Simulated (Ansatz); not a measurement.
Single points with r2SCAN in Ansatz 0.2.0, PAW, spin-restricted, at the geometries given.

Problem. Rank them by the largest positive Bader charge, smallest first.
A.
LaGa3Pd2 (500 eV, 7×7×8 mesh on the cell that ran, as a rule the primitive one, gaussian 0.0299 eV)
Space group P6/mmm (No. 191). a = 5.484 Å, b = 5.484 Å, c = 4.307 Å, α = 90.00°, β = 90.00°, γ = 120.00°
```json
{"atom": "Ga", "site": "3g", "symmetry": "mmm", "x": "0.5000", "y": "0.0000", "z": "0.5000"}
{"atom": "La", "site": "1a", "symmetry": "6/mmm", "x": "0.0000", "y": "0.0000", "z": "0.0000"}
{"atom": "Pd", "site": "2c", "symmetry": "-6m2", "x": "0.3333", "y": "0.6667", "z": "0.0000"}
```
B.
Ti (500 eV, 13×13×7 mesh on the cell that ran, as a rule the primitive one, fermi-dirac 0.0217 eV)
```
Ti
1.0
     1.48485    2.57183    0.00000
    -1.48485    2.57183    0.00000
     0.00000    0.00000    4.71729
Ti
2
Direct
  0.33333 0.33333 0.25000
  0.66667 0.66667 0.75000
```
C.
Rb2Zr (500 eV, 6×6×5 mesh on the cell that ran, as a rule the primitive one, fermi-dirac 0.1 eV)
Space group P6_3/mmc (No. 194). a = 6.927 Å, b = 6.927 Å, c = 7.308 Å, α = 90.00°, β = 90.00°, γ = 120.00°
```
atom  site  symmetry       x       y       z
  Rb    2c      -6m2  0.6667  0.3333  0.7500
  Zr    2d      -6m2  0.3333  0.6667  0.7500
  Rb    2a      -3m.  0.0000  0.0000  0.5000
```

Solution. B (+0.02 e), C (+0.55 e), A (+1.54 e).

Origins: Ti, a database entry at a rescaled volume; Rb2Zr, a known structure type with other elements, at an estimated volume; LaGa3Pd2, a database entry at a rescaled volume. Caveats for one or more cells: many states at the Fermi level without spin polarisation, so a magnetic state may lie lower.
